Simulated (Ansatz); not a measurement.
BP (zinc blende)

```
BP
1.0
    0.00000     2.26828     2.26828
    2.26828     0.00000     2.26828
    2.26828     2.26828     0.00000
P B
1 1
Direct
  0.75000   0.75000   0.75000
  0.00000   0.00000   0.00000
```

E(V) scan at fixed shape, V₀ the volume above. Symmetry pins the atoms to their sites.

Computed with r2SCAN (plane waves to 500 eV, PAW, scalar-relativistic; Ansatz, an electronic-structure program). k mesh 12×12×12 (Γ-centred), Fermi-Dirac smearing 0.05 eV. Compression counts positive. BP was relaxed with its symmetry unable to fall.

At one point of the scan the stress tensor (GPa) is:

```
   -4.0      0.0      0.0
    0.0     -4.0      0.0
    0.0      0.0     -4.0
```

Problem. Which point is it?
(A) V/V₀ = 1.075
(B) V/V₀ = 1.050
(C) V/V₀ = 1.025
(D) V/V₀ = 1.100

Solution. C, V/V₀ = 1.025

(A scan under strain: stresses follow from slopes of the energy per volume, elastic moduli from its curvatures.)
